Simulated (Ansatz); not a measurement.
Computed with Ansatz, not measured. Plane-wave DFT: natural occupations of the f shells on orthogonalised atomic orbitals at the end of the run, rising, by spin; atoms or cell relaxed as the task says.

```
cell
1.0
     6.9994    0.0000    0.0000
     0.0000    4.3514    0.0000
    -0.0004    0.0000    7.5854
Gd Ge Ir
4 4 4
Direct
  0.4993 0.2500 0.6909
  0.9993 0.2500 0.8092
  0.5007 0.7500 0.3091
  0.0007 0.7500 0.1908
  0.7966 0.2500 0.3925
  0.2967 0.2500 0.1074
  0.2034 0.7500 0.6075
  0.7033 0.7500 0.8926
  0.6589 0.2500 0.0684
  0.1589 0.2500 0.4316
  0.3411 0.7500 0.9316
  0.8411 0.7500 0.5684
```

Starting moments (μB): Gd number 1 7.66, Gd number 2 7.66, Gd number 3 7.66, Gd number 4 7.66; others 0.

| quantity | value |
| --- | --- |
| cell charge | 0 e |
| spin | collinear |
| scf start | atoms |
| lower state search | off |
| functional | PBEsol |
| wave cutoff | 420 eV |
| k mesh | 6, 8, 4 |
| k shift | 0, 0, 0 mesh steps |
| gaussian smearing | 0.05 eV |
| task | relax cell and atoms |

**Question.** How are the f shells occupied at the end?

**Answer.** 

```tsv
shell atom	shell element	shell spin	shell occupation 1 (e)	shell occupation 2 (e)	shell occupation 3 (e)	shell occupation 4 (e)	shell occupation 5 (e)	shell occupation 6 (e)	shell occupation 7 (e)
1	Gd	up	1	1	1	1	1	1	1
1	Gd	down	0.01	0.01	0.01	0.02	0.02	0.03	0.03
2	Gd	up	1	1	1	1	1	1	1
2	Gd	down	0.01	0.01	0.01	0.02	0.02	0.03	0.03
3	Gd	up	1	1	1	1	1	1	1
3	Gd	down	0.01	0.01	0.01	0.02	0.02	0.03	0.03
4	Gd	up	1	1	1	1	1	1	1
4	Gd	down	0.01	0.01	0.01	0.02	0.02	0.03	0.03
```

Caveats: Gd without a U keeps its half-filled shell, but its 4f levels lie too near the Fermi level; occupations loosely converged; open f or d shells may hold a state above the lowest.
